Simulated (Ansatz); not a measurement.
V₃Au (A15 (Cr3Si type), Pm-3n), DFT-PBEsol in the program Ansatz with PAW potentials, all energies at zero smearing, with the estimated change up to a 700 eV cutoff added, with one set of potentials and settings (totals compare only within such a set). Cell of 8 atoms (6 V, 2 Au): -43326.625 eV.

| element | reference phase | E (eV/atom) |
|---|---|---|
| V | Im-3m, 1 atoms in the cell | -2885.2930 |
| Au | Fm-3m, 1 atoms in the cell | -13007.0999 |

Formation energy per atom, worked out: (-43326.625 − 6×(-2885.2930) − 2×(-13007.0999))/8 = -0.083 eV/atom (-8 kJ per mol of atoms), at 0 K, without zero-point energy or fitted corrections.

The workflow started from a Materials Project entry (that database holds measured and hypothetical structures alike); the Crystallography Open Database copy checked does not list it. COD files the formula under space group No. 221. Its standing as an ambient phase is unchecked. The cell was relaxed with PBEsol under the symmetry of its start; its stability against distortions is not shown here. The final state is ferromagnetic, the only order run, not a proven ground state. The references are the lowest solids computed at this level, not always the standard phases. Scalar-relativistic: spin–orbit coupling is off unless named, which matters more the heavier the elements.

Potentials: the later of the program's two PAW sets.
